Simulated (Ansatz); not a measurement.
BeS (P6_422), relaxed with PBE (Ansatz, an electronic-structure program, plane waves, PAW): a = b = 3.4517 Å, c = 7.8110 Å, α = β = 90.00°, γ = 120.00°.

```
Item                             Value
-------------------------------  -----
gap (eV)                          2.66
ΔH_f (eV/atom)                   -0.75
B₀ by P(V) fit (GPa)              99.6
electron conductivity mass (mₑ)   0.43
```

Q: The same phase is relaxed and computed with r²SCAN in the same code. What are the cell and these values now?

A: a = b = 3.450 Å, c = 7.832 Å, α = β = 90.00°, γ = 120.00°.

- gap (eV) = 3.17
- ΔH_f (eV/atom) = -0.88
- B₀ by P(V) fit (GPa) = 104
- electron conductivity mass (mₑ) = 0.41

Typed or built starts, not in the databases checked: BeS, P6_422 (Be on 3c, S on 3d). All cells were relaxed under the symmetry of their starts (and spin orders); stability against distortions was not tested throughout.

Potentials: the earlier of the program's two PAW sets.

Ansatz is a plane-wave DFT program.

Formation energies count from the lowest solids of the elements computed at the same level, not from gases.
